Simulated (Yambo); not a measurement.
Absorption of BaNiF$_{6}$ (space group R-3m, No. 166) with and without the electron-hole interaction (Yambo, LDA bands; 4×4×4 mesh, 21 valence and 3 conduction bands, static screening with 75 bands and a 3 Ry block, scissor 3.00 eV, Tamm-Dancoff; field along x). Axes are Cartesian, with cell vectors (Å) (3.66, 2.11, 2.33), (-3.66, 2.11, 2.33), (0.00, -4.22, 2.33).

```json
[
 {"E (eV)": "0.00", "Im ε, BSE": "0.01", "Im ε, independent quasiparticles": "0.01"},
 {"E (eV)": "0.10", "Im ε, BSE": "0.01", "Im ε, independent quasiparticles": "0.01"},
 {"E (eV)": "0.20", "Im ε, BSE": "0.01", "Im ε, independent quasiparticles": "0.01"},
 {"E (eV)": "0.30", "Im ε, BSE": "0.01", "Im ε, independent quasiparticles": "0.01"},
 {"E (eV)": "0.40", "Im ε, BSE": "0.02", "Im ε, independent quasiparticles": "0.01"},
 {"E (eV)": "0.50", "Im ε, BSE": "0.02", "Im ε, independent quasiparticles": "0.01"},
 {"E (eV)": "0.60", "Im ε, BSE": "0.02", "Im ε, independent quasiparticles": "0.02"},
 {"E (eV)": "0.70", "Im ε, BSE": "0.02", "Im ε, independent quasiparticles": "0.02"},
 {"E (eV)": "0.80", "Im ε, BSE": "0.02", "Im ε, independent quasiparticles": "0.02"},
 {"E (eV)": "0.90", "Im ε, BSE": "0.02", "Im ε, independent quasiparticles": "0.02"},
 {"E (eV)": "1.00", "Im ε, BSE": "0.02", "Im ε, independent quasiparticles": "0.02"},
 {"E (eV)": "1.10", "Im ε, BSE": "0.02", "Im ε, independent quasiparticles": "0.02"},
 {"E (eV)": "1.20", "Im ε, BSE": "0.02", "Im ε, independent quasiparticles": "0.02"},
 {"E (eV)": "1.31", "Im ε, BSE": "0.02", "Im ε, independent quasiparticles": "0.02"},
 {"E (eV)": "1.41", "Im ε, BSE": "0.02", "Im ε, independent quasiparticles": "0.02"},
 {"E (eV)": "1.51", "Im ε, BSE": "0.03", "Im ε, independent quasiparticles": "0.02"},
 {"E (eV)": "1.61", "Im ε, BSE": "0.03", "Im ε, independent quasiparticles": "0.02"},
 {"E (eV)": "1.71", "Im ε, BSE": "0.03", "Im ε, independent quasiparticles": "0.02"},
 {"E (eV)": "1.81", "Im ε, BSE": "0.03", "Im ε, independent quasiparticles": "0.02"},
 {"E (eV)": "1.91", "Im ε, BSE": "0.03", "Im ε, independent quasiparticles": "0.03"},
 {"E (eV)": "2.01", "Im ε, BSE": "0.04", "Im ε, independent quasiparticles": "0.03"},
 {"E (eV)": "2.11", "Im ε, BSE": "0.04", "Im ε, independent quasiparticles": "0.03"},
 {"E (eV)": "2.21", "Im ε, BSE": "0.04", "Im ε, independent quasiparticles": "0.03"},
 {"E (eV)": "2.31", "Im ε, BSE": "0.05", "Im ε, independent quasiparticles": "0.03"},
 {"E (eV)": "2.41", "Im ε, BSE": "0.05", "Im ε, independent quasiparticles": "0.03"},
 {"E (eV)": "2.51", "Im ε, BSE": "0.06", "Im ε, independent quasiparticles": "0.03"},
 {"E (eV)": "2.61", "Im ε, BSE": "0.08", "Im ε, independent quasiparticles": "0.04"},
 {"E (eV)": "2.71", "Im ε, BSE": "0.10", "Im ε, independent quasiparticles": "0.04"},
 {"E (eV)": "2.81", "Im ε, BSE": "0.11", "Im ε, independent quasiparticles": "0.04"},
 {"E (eV)": "2.91", "Im ε, BSE": "0.11", "Im ε, independent quasiparticles": "0.04"},
 {"E (eV)": "3.01", "Im ε, BSE": "0.12", "Im ε, independent quasiparticles": "0.05"},
 {"E (eV)": "3.11", "Im ε, BSE": "0.14", "Im ε, independent quasiparticles": "0.05"},
 {"E (eV)": "3.21", "Im ε, BSE": "0.18", "Im ε, independent quasiparticles": "0.06"},
 {"E (eV)": "3.31", "Im ε, BSE": "0.25", "Im ε, independent quasiparticles": "0.06"},
 {"E (eV)": "3.41", "Im ε, BSE": "0.36", "Im ε, independent quasiparticles": "0.07"},
 {"E (eV)": "3.51", "Im ε, BSE": "0.55", "Im ε, independent quasiparticles": "0.07"},
 {"E (eV)": "3.61", "Im ε, BSE": "0.91", "Im ε, independent quasiparticles": "0.08"},
 {"E (eV)": "3.71", "Im ε, BSE": "1.30", "Im ε, independent quasiparticles": "0.09"},
 {"E (eV)": "3.82", "Im ε, BSE": "1.40", "Im ε, independent quasiparticles": "0.11"},
 {"E (eV)": "3.92", "Im ε, BSE": "1.44", "Im ε, independent quasiparticles": "0.12"},
 {"E (eV)": "4.02", "Im ε, BSE": "1.28", "Im ε, independent quasiparticles": "0.15"},
 {"E (eV)": "4.12", "Im ε, BSE": "1.06", "Im ε, independent quasiparticles": "0.19"},
 {"E (eV)": "4.22", "Im ε, BSE": "0.89", "Im ε, independent quasiparticles": "0.26"},
 {"E (eV)": "4.32", "Im ε, BSE": "0.76", "Im ε, independent quasiparticles": "0.37"},
 {"E (eV)": "4.42", "Im ε, BSE": "0.64", "Im ε, independent quasiparticles": "0.56"},
 {"E (eV)": "4.52", "Im ε, BSE": "0.61", "Im ε, independent quasiparticles": "0.80"},
 {"E (eV)": "4.62", "Im ε, BSE": "0.67", "Im ε, independent quasiparticles": "1.06"},
 {"E (eV)": "4.72", "Im ε, BSE": "0.76", "Im ε, independent quasiparticles": "1.15"},
 {"E (eV)": "4.82", "Im ε, BSE": "0.87", "Im ε, independent quasiparticles": "0.98"},
 {"E (eV)": "4.92", "Im ε, BSE": "0.95", "Im ε, independent quasiparticles": "0.85"},
 {"E (eV)": "5.02", "Im ε, BSE": "0.95", "Im ε, independent quasiparticles": "0.75"},
 {"E (eV)": "5.12", "Im ε, BSE": "0.90", "Im ε, independent quasiparticles": "0.71"},
 {"E (eV)": "5.22", "Im ε, BSE": "0.86", "Im ε, independent quasiparticles": "0.81"},
 {"E (eV)": "5.32", "Im ε, BSE": "0.87", "Im ε, independent quasiparticles": "1.00"},
 {"E (eV)": "5.42", "Im ε, BSE": "0.84", "Im ε, independent quasiparticles": "1.23"},
 {"E (eV)": "5.52", "Im ε, BSE": "0.84", "Im ε, independent quasiparticles": "1.56"},
 {"E (eV)": "5.62", "Im ε, BSE": "0.73", "Im ε, independent quasiparticles": "1.91"},
 {"E (eV)": "5.72", "Im ε, BSE": "0.66", "Im ε, independent quasiparticles": "2.22"},
 {"E (eV)": "5.82", "Im ε, BSE": "0.61", "Im ε, independent quasiparticles": "2.57"},
 {"E (eV)": "5.92", "Im ε, BSE": "0.57", "Im ε, independent quasiparticles": "2.90"},
 {"E (eV)": "6.02", "Im ε, BSE": "0.52", "Im ε, independent quasiparticles": "3.34"},
 {"E (eV)": "6.12", "Im ε, BSE": "0.46", "Im ε, independent quasiparticles": "3.65"},
 {"E (eV)": "6.22", "Im ε, BSE": "0.40", "Im ε, independent quasiparticles": "3.46"},
 {"E (eV)": "6.32", "Im ε, BSE": "0.40", "Im ε, independent quasiparticles": "2.86"},
 {"E (eV)": "6.43", "Im ε, BSE": "0.42", "Im ε, independent quasiparticles": "2.41"},
 {"E (eV)": "6.53", "Im ε, BSE": "0.49", "Im ε, independent quasiparticles": "2.25"},
 {"E (eV)": "6.63", "Im ε, BSE": "0.65", "Im ε, independent quasiparticles": "1.87"},
 {"E (eV)": "6.73", "Im ε, BSE": "0.99", "Im ε, independent quasiparticles": "1.43"},
 {"E (eV)": "6.83", "Im ε, BSE": "1.53", "Im ε, independent quasiparticles": "1.07"},
 {"E (eV)": "6.93", "Im ε, BSE": "1.75", "Im ε, independent quasiparticles": "0.88"}
]
```

The scissor comes from a G0W0 run whose convergence isn't established. Broadening 0.15 eV. The band window holds all transitions up to 11.7 eV. Fine structure above the onset can come from the mesh.

The 3d shell has no Hubbard U; the runs are without spin polarisation, and magnetic order was not tried.

Geometry of the Materials Project entry, not relaxed at this level; primitive cell a = 4.821 Å, b = 4.821 Å, c = 4.821 Å, α = 98.69°, β = 98.69°, γ = 98.69°.

The structure is a Materials Project entry; no match was found in the copy of COD used, and its stability was not checked.
